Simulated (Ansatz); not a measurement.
Given:

C:
Space group R-3, hexagonal axes (No. 148); a = b = 6.357 Å, c = 3.873 Å, α = β = 90.00°, γ = 120.00°

```json
[
 {"atom": "C", "site": "18f", "symmetry": "1", "x": "0.0398", "y": "0.2698", "z": "0.2704"},
 {"atom": "C", "site": "6c", "symmetry": "3.", "x": "0.0000", "y": "0.0000", "z": "0.3013"}
]
```
(The calculation used a cell of 8 atoms; values per cell refer to that cell.)

This is the PBE-relaxed structure.

Task: All from PBE (plane waves, PAW; program Ansatz), unless another level is named. Predict the band gap.

Result: 3.43 eV (indirect).

Task: What about the electron effective mass?

Result: 0.25, 0.65, 1.4 mₑ (principal values).

Task: Next, the smallest direct gap on the standard path?

Result: 4.71 eV.

Task: Next, the valence-band maximum?

Result: at T.

Task: Predict the conduction-band minimum.

Result: at L (3 equivalent valleys).

The start of the workflow was typed in or built on a structure type; neither database checked (COD, Materials Project) lists it. It is not the phase usual at ambient conditions (space group No. 194, 227). The cell was relaxed with PBE under the symmetry of its start; its stability against distortions is not shown here. The volume moved by -17 % from the start of the relaxation.

Potentials: the earlier of the program's two PAW sets.
